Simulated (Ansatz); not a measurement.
The start is a generated trial cell of CoSn in the AFLOW prototype AB_oI4_44_a_b (as in GaAs). Cell shape, volume and atoms are optimised at zero target pressure with r2SCAN (plane waves to 500 eV, PAW, scalar-relativistic; Ansatz, an electronic-structure program). The first steps use a coarse 13×13×13 k-mesh.

Initial structure:
```yaml
crystal:
  lattice:
    - [-2.47506, 2.54223, 1.36154]
    - [2.47506, -2.54223, 1.36154]
    - [2.47506, 2.54223, -1.36154]
  atoms:
    - { symbol: Sn, position: [0.00000, 0.00000, 0.00000] }
    - { symbol: Co, position: [0.57500, 0.07500, 0.50000] }
```
Spin-polarised start, with parallel moments on Co.

### Question
What pressure does the first self-consistent step give?

### Answer
+6.3 GPa (positive: the cell is compressed).

### Question
Which atoms feel the largest initial force, and how large is it?

### Answer
0.02 eV/Å, on Sn1, Co2 (atoms numbered as listed).

### Question
How much energy is released per atom?

### Answer
0.23 eV/atom.

### Question
How does the volume change?

### Answer
-2.9 %, from 17.13 to 16.64 Å³/atom.

### Question
How do the shortest distances between atoms change?

### Answer
The closest pairs of elements (up to four, under 3.6 Å), start → end: Co–Sn 2.55 → 2.56 Å; Sn–Sn 2.72 → 3.02 Å; Co–Co 2.72 → 3.02 Å.

### Question
What band gap does the relaxed structure have at this level?

### Answer
No gap (metallic).

### Question
What magnetic moments remain?

### Answer
Zero (the starting moments vanished).

### Question
What does it relax into? Give the structure.

### Answer

```cif
data_Co2Sn2
_chemical_formula_sum 'Sn2 Co2'
_space_group_name_H-M_alt 'Immm'
_space_group_IT_number 71
_space_group_name_Hall '-I 2 2'
_cell_length_a 3.02485
_cell_length_b 4.14233
_cell_length_c 5.31209
_cell_angle_alpha 90.000
_cell_angle_beta 90.000
_cell_angle_gamma 90.000
loop_
_space_group_symop_operation_xyz
  'x, y, z'
  '-x, -y, -z'
  '-x, -y, z'
  'x, y, -z'
  'x, -y, -z'
  '-x, y, z'
  '-x, y, -z'
  'x, -y, z'
  'x+1/2, y+1/2, z+1/2'
  '-x+1/2, -y+1/2, -z+1/2'
  '-x+1/2, -y+1/2, z+1/2'
  'x+1/2, y+1/2, -z+1/2'
  'x+1/2, -y+1/2, -z+1/2'
  '-x+1/2, y+1/2, z+1/2'
  '-x+1/2, y+1/2, -z+1/2'
  'x+1/2, -y+1/2, z+1/2'
loop_
_atom_site_label
_atom_site_type_symbol
_atom_site_symmetry_multiplicity
_atom_site_Wyckoff_symbol
_atom_site_fract_x
_atom_site_fract_y
_atom_site_fract_z
_atom_site_occupancy
Sn1 Sn 2 a 0.00000 0.00000 0.00000 1
Co1 Co 2 c 0.00000 0.00000 0.50000 1
```
(The calculation used a cell of 2 atoms; values per cell refer to that cell.)

Final values are on a 19×19×19 k-mesh of the relaxed cell. No spin polarisation in the result: the starting moments vanished. A magnetic state may lie lower.

The run could not lose the symmetry of its start: the end is stationary, and may be a saddle point rather than a minimum.

The relaxed structure here is a generated cell of CoSn: the first start was made by placing the elements on the sites of a structure type, and the end was not matched to a known phase here, so it may be hypothetical. Known forms of CoSn include space group No. 191.
